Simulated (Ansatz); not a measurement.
CdSe (zinc blende), map of one atom of the cell

Starting cell, CdSe (zinc blende):

```
CELL_PARAMETERS angstrom
      0.00000     6.19627     6.19627
      3.09814     0.00000     3.09814
      3.09814     3.09814     0.00000
ATOMIC_POSITIONS crystal
  Se 0.37500 0.75000 0.75000
  Se 0.87500 0.75000 0.75000
  Cd 0.00000 0.00000 0.00000
  Cd 0.50000 0.00000 0.00000
```

In this cell atom 2 (Se, nearest neighbour Cd at 2.683 Å; its periodic images, 4.4 Å or more away, move with it) is moved by u·(0.707, 0.707, 0.000) + v·(0.000, 0.000, 1.000); the rest is frozen.

The numbers are results of PBE (plane waves to 420 eV, PAW, scalar-relativistic; Ansatz, a quantum-chemistry and plane-wave program), not measurements. k mesh 4×8×8 (Γ-centred), Fermi-Dirac smearing 0.05 eV. The energy includes the smearing's −TS. Compression counts positive. Points where atoms come too close for the PAW data are left out (x in tables, blank in figures). CdSe was relaxed with its symmetry unable to fall. The zero of ΔE is the undisplaced structure. Axes are in Å.

ΔE (meV/cell), with u across and v down:

```csv
v \ u,-0.890,-0.445,0.000,0.445,0.890
-0.890,923,1450,1744,1450,923
-0.445,724,492,494,492,724
0.000,2666,509,0,509,2666
0.445,x,2156,475,2156,x
0.890,x,x,1666,x,x
```

P (GPa), with u across and v down:

```
v \ u   -0.890  -0.445  0.000  0.445  0.890
------  ------  ------  -----  -----  -----
-0.890     2.4     4.6    5.8    4.6    2.4
-0.445     2.2     1.6    1.7    1.6    2.2
0.000      8.9     1.9    0.0    1.9    8.9
0.445        x     7.3    1.7    7.3      x
0.890        x       x    5.7      x      x
```

Read from the data:

```
Quantity                                                  Value
------------------------  -------------------------------------
Lowest place on the grid  u = 0.000 Å, v = 0.000 Å (0 meV/cell)
```

(A displaced cell: forces are minus the slopes of the energy, force constants its curvatures, and phonons follow from these.)
